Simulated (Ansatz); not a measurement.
Relaxed-ion elastic tensor of Be (hcp (Mg type), P6_3/mmc) in GPa (Voigt order), PBEsol (plane waves, PAW; program Ansatz); density 1.91 g/cm³, 7.83 Å³ per atom.

```
 320  27.2   9.9   0.0   0.0   0.0
27.2   320   9.9   0.0   0.0   0.0
 9.9   9.9   385   0.0   0.0   0.0
 0.0   0.0   0.0   168   0.0   0.0
 0.0   0.0   0.0   0.0   168   0.0
 0.0   0.0   0.0   0.0   0.0   146
```

Q: Is the crystal mechanically stable?

A: Yes: the smallest eigenvalue of C is 146 GPa.

Q: Work out the Voigt, Reuss and Hill averages.

A: K_V = 124, K_R = 124, K_H = 124; G_V = 162, G_R = 160, G_H = 161 GPa.

Q: Give Young's modulus, Poisson's ratio, Pugh's ratio and the universal anisotropy index.

A: E = 9KG/(3K + G) = 337 GPa; ν = 0.05; K/G = 0.77 (brittle by the Pugh limit of 1.75); A_U = 5G_V/G_R + K_V/K_R − 6 = 0.04.

Q: Estimate the sound speeds and the Debye temperature.

A: v_l = √((K + 4G/3)/ρ) = 13300 m/s, v_t = √(G/ρ) = 9180 m/s, mean 9990 m/s; Θ = (h/k)(3n/4πV)^(1/3) v_m = 1500 K.

Q: Solve the Christoffel equation for the three sound speeds along x, y, z.

A: Eigenvalues of C_ijkl n_j n_l equal ρv². In km/s, slowest first: x 8.75, 9.37, 12.94; y 8.75, 9.37, 12.94; z 9.37, 9.37, 14.20.

Q: How much does each axis shrink under pressure?

A: Linear compressibilities β_i = Σ_j S_ij (j = 1 to 3): x 2.8, y 2.8, z 2.5 per TPa.

The cell was relaxed with PBEsol under the symmetry of its start. As this level gives no gap, shear constants depend on the k-mesh and smearing (Fermi–Dirac, 0.1 eV here).

Potentials: the earlier of the program's two PAW sets. The files were generated under PBE; for other functionals the program regenerates the frozen cores, and for LDA and PBEsol the local potential too.
